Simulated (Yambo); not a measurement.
A free-standing CaI2 monolayer (symmetry P-3m1, slab cell 16.5 Å high), G0W0@PBEsol in Yambo with this input:

```
rim_cut
gw0
dyson
el_el_corr
HF_and_locXC
ppa
em1d
rim_w
RandQpts= 1000000
RandGvec= 2 Ry
CUTGeo= "slab z"
EXXRLvcs= 70 Ry
VXCRLvcs= 280 Ry
Chimod= "HARTREE"
% BndsRnXp
 1 | 135 |
%
NGsBlkXp= 6 Ry
% LongDrXp
 1.0 | 1.0 | 0.0 |
%
RandGvecW= 711 mRy
PPAPntXp= 27.2114 eV
% GbndRnge
 1 | 135 |
%
GTermKind= "BG"
DysSolver= "n"
ExtendOut
```

On a 6×6×1 mesh, with wavefunctions cut at 70 Ry, the gap (Γ → M) is 6.819 eV and the valence edge shifts by -1.475 eV.

Task: What happens with this change: 48 bands in G?

Result: The gap falls by 0.049 eV, to 6.770 eV; the shift of the valence edge becomes -1.321 eV. Neither run is shown to be the converged limit.

Spin-orbit coupling is not included.

Geometry relaxed with PBEsol; primitive cell a = b = 4.4357 Å, c = 16.5000 Å, α = β = 90.00°, γ = 120.00°.

This is a model layer cut from the bulk structure; whether it is stable on its own was not checked.

A shift is the quasiparticle energy of the state minus its PBEsol energy.
